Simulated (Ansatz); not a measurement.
MgCr2Ge4O12, one structure, two calculations

Cell: a computed structure from the Materials Project (it need not be an observed phase), taken as it stands.

```
Mg Cr Ge O
1.0
     5.18844   -4.41191    0.00000
     5.18844    4.41191    0.00000
    -2.08877    0.00000    5.10215
Mg Cr Ge O
1 2 4 12
Direct
  0.72585 0.27415 0.00000
  0.09297 0.90703 0.00000
  0.91508 0.08492 0.50000
  0.20127 0.38931 0.01436
  0.61069 0.79873 0.98564
  0.81204 0.61463 0.50495
  0.38537 0.18796 0.49505
  0.33369 0.39071 0.33910
  0.60929 0.66631 0.66090
  0.68334 0.60321 0.15944
  0.39679 0.31666 0.84056
  0.64898 0.11505 0.59115
  0.88495 0.35102 0.40885
  0.37984 0.93618 0.02395
  0.06382 0.62016 0.97605
  0.01765 0.19680 0.89895
  0.80320 0.98235 0.10105
  0.97712 0.81528 0.60611
  0.18472 0.02288 0.39389
```

Atoms are numbered from 1 in the order listed; like atoms form one site, named after its first atom.

First run. The numbers come from a DFT calculation in Ansatz (PBE, plane waves and PAW, scalar-relativistic, collinear spin, 420 eV cutoff, Γ-centred 4×4×5 k-points, Fermi–Dirac smearing 0.02 eV). Start moments as typed (μB): 3 on each Cr, none on the rest.

| site | atom | V_zz (10²¹ V/m²) | η | m (μB) |
| --- | --- | --- | --- | --- |
| Mg | 1 | 1.71 | 0.46 | 0.00 |
| Cr2 | 2 | -2.12 | 0.17 | 2.37 |
| Cr3 | 3 | 3.03 | 0.08 | 2.40 |
| Ge4 | 4 | -6.23 | 0.49 | 0.01 |
| Ge6 | 6 | 10.44 | 0.72 | 0.01 |
| O8 | 8 | 12.57 | 0.54 | 0.01 |
| O10 | 10 | 10.39 | 0.93 | 0.00 |
| O12 | 12 | 10.76 | 0.36 | 0.01 |
| O14 | 14 | 11.14 | 0.48 | 0.01 |
| O16 | 16 | 7.06 | 0.59 | -0.01 |
| O18 | 18 | 9.74 | 0.86 | 0.00 |

Second run. The same atoms and settings, except that the start moments (μB) are 0 -3 3 0 0 0 0 0 0 0 0 0 0 0 0 0 0 0 0 by atom.

**Question.** Given the first result, estimate the second.

**Answer.** 

```tsv
site	atom	V_zz	η	change of V_zz	m (μB)
Mg	1	1.71	0.46	0.00	0.00
Cr2	2	-2.14	0.20	-0.02	-2.35
Cr3	3	3.00	0.06	-0.03	2.38
Ge4	4	-6.22	0.49	+0.01	0.00
Ge6	6	10.43	0.72	-0.01	0.00
O8	8	12.57	0.53	0.00	0.00
O10	10	10.39	0.93	0.00	0.00
O12	12	10.74	0.36	-0.02	0.01
O14	14	11.13	0.48	-0.01	-0.01
O16	16	7.06	0.60	0.00	0.00
O18	18	9.66	0.86	-0.08	0.00
```

The largest change of V_zz is on O18, from 9.74 to 9.66. In per cent, |V_zz| changes by 0 on Mg, -1 to +1 on Cr, 0 on Ge, -1 to 0 on O (all sites that start above 0.5).

The largest force is 0.6 eV/Å, so the atoms aren't at the calculated equilibrium and relaxing them would move these values. The magnetic order is the one that the run reached from its start moments, not necessarily the measured one.
For the first run: The program didn't check the stability of this electronic state in full, so a lower one may lie near. All moments are parallel here, as the start or the cell imposes; many such compounds order antiparallel, where fields and spin densities carried over to other atoms largely cancel.
